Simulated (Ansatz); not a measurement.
Rb2PdC2 in space group P-3m1 (No. 164; C on 2c, Rb on 2d, Pd on 1a) at seven volumes, DFT-r²SCAN in the program Ansatz with PAW potentials, shape and atoms relaxed at each. One row is withheld.

```tsv
V (Å³/atom)	P (GPa)
24.080	?
24.873	1.88
25.667	0.86
26.461	0.00
27.255	-0.72
28.049	-1.33
28.843	-1.83
```

**Question.** Fit the shown pressures and predict the withheld one.

**Answer.** P = (3/2)B₀(x^(7/2) − x^(5/2))[1 + (3/4)(B′ − 4)(x − 1)] with x = (V₀/V)^(2/3). Least squares on the six rows gives V₀ = 26.461 Å³/atom, B₀ = 26.2 GPa, B′ = 4.84. At V = 24.080, x = 1.0649 and P = 3.11 GPa. The run itself gave 3.11 GPa.

The workflow started from an entry of the Crystallography Open Database (COD). Its standing as an ambient phase is unchecked. The cell was relaxed with r²SCAN under the symmetry of its start; whether a distortion lowers the energy is not shown. The run is not spin-polarised.

Potentials: the later of the program's two PAW sets.
